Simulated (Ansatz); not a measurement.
Polymorphs of Ge, each relaxed with r²SCAN in the plane-wave PAW code Ansatz:

A: P4_32_12, a = b = 5.9495 Å, c = 7.0802 Å, α = β = γ = 90.00°

B: P6_3/mmc, a = b = 3.995 Å, c = 6.597 Å, α = β = 90.00°, γ = 120.00°

C: β-Sn type (I4_1/amd), a = 5.145 Å, b = 5.145 Å, c = 2.820 Å, α = 90.00°, β = 90.00°, γ = 90.00°

D: diamond (Fd-3m), a = b = c = 5.6720 Å, α = β = γ = 90.00°

E: Ia-3, a = 6.965 Å, b = 6.965 Å, c = 6.965 Å, α = 90.00°, β = 90.00°, γ = 90.00°

F: P6_3/mmc, a = b = 4.002 Å, c = 13.141 Å, α = β = 90.00°, γ = 120.00°

Order them by energy per atom at 0 K (lowest first) at the level r²SCAN.

D (+0 meV/atom), F (+6 meV/atom), B (+15 meV/atom), E (+164 meV/atom), A (+177 meV/atom), C (+362 meV/atom)

Give each one's gap.

A 0.72 eV; B 0.10 eV; C no gap; D 0.37 eV; E no gap; F 0.27 eV.

Not the usual ambient phase: A; B; C; E; F. All cells were relaxed under the symmetry of their starts (and spin orders); stability against distortions was not tested throughout. Scalar-relativistic: spin–orbit coupling is off unless named, which matters more the heavier the elements.

Energies hold the estimated change up to a 700 eV cutoff; steps of a few meV lie near the error of the meshes.

Potentials: the earlier of the program's two PAW sets. The files were generated under PBE; for other functionals the program regenerates the frozen cores, and for LDA and PBEsol the local potential too.
